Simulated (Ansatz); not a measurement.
A relaxed cell of HfSnTeS3 is given with its symmetry left out. The cell was found from a structure generator's guess, not taken from experiment.

Level of theory: Ansatz, DFT PBE, scalar-relativistic, plane waves, PAW. Cutoff 420 eV, Γ-centred mesh, Gaussian smearing, no spin polarisation.

```xyz
6
Lattice="7.0771 0.0000 0.0000 -3.5386 6.1290 0.0000 0.0000 0.0000 5.0576" Properties=species:S:1:pos:R:3 pbc="T T T"
Hf    0.0000    4.0860    2.5288
Sn    0.0000    0.0000    0.0000
Te    0.0000    0.0000    2.5288
S    -1.3754    4.8801    0.0000
S     0.0000    2.4978    0.0000
S     1.3754    4.8801    0.0000
```

The zero of energy is the elements' standard structures at the same level; no fitted shifts are applied. The references include grey tin.

Question: Find its symmetry and describe it.

Answer: P-6m2 (No. 187). Conventional cell: a = 7.077 Å, c = 5.058 Å. Around Hf lie 6 S at 2.99 Å; Sn is surrounded by 3 S at 2.50 Å and 2 Te at 2.53 Å; around Te lie 2 Sn at 2.53 Å; around S lie 1 Sn at 2.50 Å, 2 S at 2.75 Å and 2 Hf at 2.99 Å.

Question: How far does it lie from the elements in energy?

Answer: +0.38 eV/atom. A positive value: parting into the elements would lower its energy.

Question: Is it a metal?

Answer: Yes, bands cross the Fermi level on the 6×6×8 mesh.

The last run used a 6×6×8 mesh (in the run's order of axes) for its 6-atom cell and Gaussian smearing of 0.10 eV. Spin–orbit coupling, which can matter for Hf and Te, is left out. The reference forms of S and Te are held partly by dispersion forces, which this level lacks. Symmetry constrained the relaxation, so the result can be a saddle point. Another cell of HfSnTeS3 relaxed alike, in Pmmm, lies 0.67 eV/atom lower, so this cell isn't the stable form at this level.
